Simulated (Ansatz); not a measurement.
CuNi3N (anti-perovskite, Pm-3m) under volume change, r²SCAN (plane waves, PAW; program Ansatz), scaled uniformly.

```tsv
V (Å³/atom)	E − E(relaxed) (meV/atom)	P (GPa)
9.226	67.5	25.88
9.530	28.2	15.76
9.834	6.7	7.22
10.138	0.0	0.01
10.442	5.9	-6.00
10.746	22.2	-11.05
11.051	47.3	-15.27
```

Question: What does a third-order Birch–Murnaghan fit give for V₀, B₀ and B′?

Answer: V₀ = 10.14 Å³/atom, B₀ = 218 GPa, B′ = 4.8.

The workflow started from a Materials Project entry (that database holds measured and hypothetical structures alike); the Crystallography Open Database copy checked does not list it. Whether it is the stable phase at ambient conditions was not checked. The cell was relaxed with r²SCAN under the symmetry of its start; its stability against distortions is not shown here. The final state is ferromagnetic, the only order run, not a proven ground state. Other orbital occupations within this spin state were not tried. No Hubbard U is applied.

Potentials: the later of the program's two PAW sets.
